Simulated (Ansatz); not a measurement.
**SiO2: a ladder of calculations**

Cell of run 1: a structure deposited in the COD (listed for 0.7 GPa).

Space group P4_12_12 (No. 92); a = 4.9028, c = 6.7782 Å.

```csv
site,Wyckoff,site symmetry,x,y,z
Si,4a,..2,0.3086,0.3086,0.0000
O,8b,1,0.2364,0.1198,0.1870
```

One atom of each set is listed.

Relaxed positions (PBE, cell held):

Si (0.3126, 0.3126, 0.0000)
O (0.2334, 0.1310, 0.1924)

All runs are DFT with Ansatz 0.2.0 (plane waves and PAW, scalar-relativistic unless spin–orbit coupling is named, Γ-centred meshes, Fermi–Dirac smearing where given) in this cell.

Run 1: PBE, atoms as given; 420 eV, 5×5×4 k-points, smearing 0.02 eV.
Run 2: PBE, atoms relaxed; 420 eV, 5×5×4 k-points, smearing 0.02 eV.
Run 3: r2SCAN, at the relaxed atoms; 500 eV, 5×5×4 k-points, smearing 0.02 eV.

```tsv
run	Si V_zz (η)	O V_zz (η)
1	-0.64 (0.84)	8.81 (0.19)
2	-0.46 (0.83)	9.14 (0.24)
3	?	?
```

V_zz in 10²¹ V/m².

Question: Estimate the row of run 3.

Answer: Si: -0.46 (0.77); O: 9.01 (0.24). It lies nearest to run 2, from whose tensors on these sites it differs by 0.13 at most (largest principal value of the difference, on O). Taken one at a time, the positions of the atoms (as given or relaxed) move the tensors on these sites by up to 0.48 (largest principal value of the change, on O), the functional (r2SCAN with its higher cutoff) by 0.13 (O).

In runs 1, 3 the atoms aren't at the calculated equilibrium (largest force 0.52, 0.32 eV/Å). The cell isn't the equilibrium one in run 1 (calculated pressure 9 GPa), and the entry's cell may itself be off.
